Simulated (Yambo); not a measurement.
G0W0@PBEsol for Sr2WZnO6 (space group Fm-3m, No. 225) in Yambo (2×2×2 mesh, 7 Ry block, plasmon pole, screening fixed), without a terminator:

| bands N in G | gap L → X (eV) | shift of the valence edge (eV) |
|---|---|---|
| 92 | 5.017 | -0.026 |
| 144 | 4.901 | -0.303 |
| 211 | 4.826 | -0.451 |

Q: Extrapolate both columns to infinite N with E(N) = E∞ + A/N, test the form, and compare with the terminator.

A: From two points, E∞ = (N2 E2 − N1 E1)/(N2 − N1). The two largest N give 4.66 eV for the gap and -0.77 eV for the shift; the two smallest give 4.70 eV and -0.79 eV. For the gap the slopes A are 30 and 34 eV: the 1/N form holds. For the shift the slopes A are 71 and 67 eV: the 1/N form holds. With the Bruneval-Gonze terminator and 211 bands the run gives 4.80 eV and -0.71 eV, 0.14 eV and 0.06 eV from the extrapolated values: the terminator too is an estimate of the remainder. Block, mesh and the bands in W are held fixed. In the run with 211 bands and a 7 Ry block, which covers more k points, the smallest G0W0 gap is 4.59 eV, Γ → X.

Spin-orbit coupling is not included.

Geometry of the Materials Project entry, not relaxed at this level; primitive cell a = 5.7071 Å, b = 5.7071 Å, c = 5.7071 Å, α = 60.00°, β = 60.00°, γ = 60.00°.

A shift is the quasiparticle energy of the state minus its PBEsol energy.
